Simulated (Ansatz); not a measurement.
# Collinear states of WF$_{2}$

The calculation used Ansatz 0.2.0, DFT PBEsol, scalar-relativistic, plane waves, PAW.

```yaml
crystal:
  lattice:
    - [5.43824, 0.00000, 0.00000]
    - [0.00000, 5.43824, 0.00000]
    - [0.00000, 0.00000, 2.63337]
  atoms:
    - { symbol: W, position: [0.00000, 0.00000, 0.00000] }
    - { symbol: W, position: [0.50000, 0.50000, 0.50000] }
    - { symbol: F, position: [0.27838, 0.27838, 0.00000] }
    - { symbol: F, position: [0.72162, 0.72162, 0.00000] }
    - { symbol: F, position: [0.77838, 0.22162, 0.50000] }
    - { symbol: F, position: [0.22162, 0.77838, 0.50000] }
```

| Quantity | Value |
| --- | --- |
| plane-wave cutoff | 420 eV |
| Γ-centred k-mesh | 8×8×14 |
| occupation rule | Gaussian smearing, 0.1 eV |
| list of starting moments (μB, in atom order) | 2.5 2.5 0 0 0 0 |
| check for lower electronic states after the SCF | off |

All runs keep this geometry, which isn't relaxed for the lowest state (largest force there 0.036 eV/Å, pressure 1.0 GPa) and needn't be a stable compound; relaxing each order can shift differences of a few meV. Signs run over the atoms with starting moments. Spin–orbit coupling is left out, which for heavy magnetic ions can matter as much as these differences. Site moments are spin moments in atom-centred spheres that scale with the neighbour distance. The states are those that the runs reached from these starts; a lower one can exist.

Q: Starts tried: no spin; large parallel starting moments; antiferromagnetic in the cell, signs +-. Which state comes out lowest, and what are the moments?

A: The lowest state is ferromagnetic, reached from the start “large parallel starting moments”, with site moments (μB) W +0.29 (×2). The next state lies only 0.77 meV/atom higher, which mesh, smearing and relaxation can turn, so the order isn't settled.

```tsv
start	ends	energy above lowest (meV/atom)	site moments (μB)	gap on mesh (eV)	P (GPa)
no spin	non-magnetic	3.02	none over 0.05	metal	0.0
large parallel starting moments	ferromagnetic	0.00	W +0.29 (×2)	metal	1.0
antiferromagnetic in the cell, signs +-	antiferromagnetic	0.77	W +0.22, W -0.22	metal	0.6
```

Cost: 3 runs of about 8.1 core-minutes in all, on Arm Neoverse N1 (shared hosts).